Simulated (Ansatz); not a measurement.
## BePd (Pm-3m), two-dimensional strain map

These are results of DFT r2SCAN, scalar-relativistic, plane waves, PAW (Ansatz), not measurements. Cutoff 500 eV, Γ-centred 16×16×16 k-points, Gaussian smearing of 0.15 eV. No spin polarisation. Energies are free energies at this smearing, counted from the undisturbed cell; pressure is positive in compression.

The starting cell (as given, not relaxed at this level; it stands at -0.1 GPa, and it needn't be the usual structure):

```xyz
2
Lattice="2.8130 0.0000 0.0000 0.0000 2.8130 0.0000 0.0000 0.0000 2.8130" Properties=species:S:1:pos:R:3 pbc="T T T"
Be    0.0000    0.0000    0.0000
Pd    1.4065    1.4065    1.4065
```

The cell is strained by p along both x and y and by q along z, fractional coordinates fixed. Points are written (p, q).

Energy above the undisturbed cell in meV/atom (a dash: not computed):

```csv
p \ q,-0.080,-0.040,0.000,0.040,0.080
-0.080,497.8,335.6,224.8,?,123.1
-0.040,210.1,106.1,46.9,?,19.8
0.000,80.9,15.3,0.0,?,37.7
0.040,65.5,27.6,39.2,81.2,135.9
0.080,130.1,?,143.3,204.4,282.4
```

Fill in the withheld energies.

(-0.080, 0.040): 157.2; (-0.040, 0.040): 19.5; (0.000, 0.040): 9.6; (0.080, -0.040): 113.2.